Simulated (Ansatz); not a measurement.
Ga$_{3}$Se (Pm-3m), tetragonal deformation path

Theory: DFT PBE+D3(BJ), scalar-relativistic, plane waves, PAW in Ansatz. The runs took a 420 eV cutoff, a Γ-centred 12×12×12 mesh and Gaussian smearing (0.15 eV). No spin polarisation. Energies are free energies at this smearing, counted from the undisturbed cell; pressure is positive in compression.

The undisturbed cell (relaxed at this level; it needn't be the usual structure):

```
CELL_PARAMETERS angstrom
4.32361 0.00000 0.00000
0.00000 4.32361 0.00000
0.00000 0.00000 4.32361
ATOMIC_POSITIONS crystal
Ga 0.00000 0.50000 0.50000
Ga 0.50000 0.00000 0.50000
Ga 0.50000 0.50000 0.00000
Se 0.00000 0.00000 0.00000
```

At fixed volume and fractional coordinates, lengths along (0.000, 0.000, 1.000) are scaled against those across it; ρ is that ratio over its starting value. The cell is metallic on the mesh throughout.

```
    ρ  ΔE (meV/atom)
0.707           26.7
0.850            5.6
1.000            0.0
1.414           44.7
```

(1) Predict the pressure (GPa) at each point.

Results:

(1)
| ρ | pressure (GPa) |
| --- | --- |
| 0.707 | -1.9 |
| 0.850 | -0.5 |
| 1.000 | 0.0 |
| 1.414 | -0.1 |

Cost: 4 runs of about 1.8 core-minutes in all, on Arm Neoverse V2 (shared hosts).